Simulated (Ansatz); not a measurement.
Relaxed CdSe (wurtzite):

```
CELL_PARAMETERS angstrom
      4.38272     0.00000     0.00000
     -2.19136     3.79554     0.00000
      0.00000     0.00000     7.15447
ATOMIC_POSITIONS crystal
  Cd 0.66667 0.33333 0.00047
  Cd 0.33333 0.66667 0.50047
  Se 0.66667 0.33333 0.62473
  Se 0.33333 0.66667 0.12473
```

Two-dimensional scan of atom 2 (Cd, nearest neighbour Se at 2.682 Å; its periodic images, 4.4 Å or more away, move with it): u runs along (1.000, 0.000, 0.000), v along (0.000, 0.000, 1.000) (Cartesian). Cell and other atoms are fixed.

All values below come from PBE (plane waves to 420 eV, PAW, scalar-relativistic; Ansatz, a program for electronic structure). k mesh 7×7×4 (Γ-centred), Fermi-Dirac smearing 0.05 eV. E stands for the smeared free energy. Points where atoms come too close for the PAW data are left out (x in tables, blank in figures). As the smearing reaches across the gap at some points, energies and forces of such displacements shift with the k mesh and the smearing. CdSe was relaxed with its symmetry unable to fall. The last digit holds for this mesh only.

Changes of ΔE (eV/cell) from the point u = 0.000 Å, v = 0.000 Å when one coordinate moves alone (two changes are said to add if the coupling is within 5 % of the smaller one, nearly so within 20 %):

```tsv
point	change
u = 0.000 Å, v = -0.593 Å	2.0050
u = 0.000 Å, v = -0.297 Å	0.3310
u = -0.890 Å, v = 0.000 Å	2.5413
u = -0.593 Å, v = 0.000 Å	0.9017
u = -0.297 Å, v = 0.000 Å	0.1889
u = 0.297 Å, v = 0.000 Å	0.1889
u = 0.593 Å, v = 0.000 Å	0.9017
u = 0.890 Å, v = 0.000 Å	2.5413
u = 0.000 Å, v = 0.297 Å	0.1622
u = 0.000 Å, v = 0.593 Å	0.4422
u = 0.000 Å, v = 0.890 Å	0.6264
```

Question: Do the two effects add at u = -0.593 Å, v = -0.297 Å? Give the computed change.

Answer: The sum of the single changes is 0.9017 + (0.3310) = 1.2327; the calculation gives 0.6758, so the coupling contributes -0.5569 (over 20 % of the smaller single change, not additive).

Question: What is the change at u = 0.890 Å, v = -0.297 Å, where both move, and how far is it from the sum?

Answer: The sum of the single changes is 2.5413 + (0.3310) = 2.8723; the calculation gives 1.4354, so the coupling contributes -1.4369 (over 20 % of the smaller single change, not additive).

Question: Do the two effects add at u = 0.297 Å, v = -0.593 Å? Give the computed change.

Answer: The sum of the single changes is 0.1889 + (2.0050) = 2.1939; the calculation gives 1.8682, so the coupling contributes -0.3257 (over 20 % of the smaller single change, not additive).

(A displaced cell: forces are minus the slopes of the energy, force constants its curvatures, and phonons follow from these.)
